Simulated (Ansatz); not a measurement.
NaGa$_{4}$:
```
CELL_PARAMETERS angstrom
     -2.09512     2.09512     5.57138
      2.09512    -2.09512     5.57138
      2.09512     2.09512    -5.57138
ATOMIC_POSITIONS crystal
  Ga 0.75000 0.25000 0.50000
  Ga 0.25000 0.75000 0.50000
  Na 0.00000 0.00000 0.00000
  Ga 0.38939 0.38939 0.00000
  Ga 0.61061 0.61061 0.00000
```

Relaxed with r²SCAN.

Problem. Give the Bader charges and basin volumes of the independent atoms, r²SCAN (plane waves, PAW; program Ansatz).

Solution. 

```csv
atom,Bader charge (e),Bader volume (Å³)
Ga1,-0.10,20.9
Na3,+0.84,9.6
Ga4,-0.32,23.2
```

Space group I4/mmm. The workflow started from an entry of the Crystallography Open Database (COD). Whether it is the stable phase at ambient conditions was not checked. The cell was relaxed with r²SCAN under the symmetry of its start; whether a distortion lowers the energy is not shown.

Potentials: the later of the program's two PAW sets.
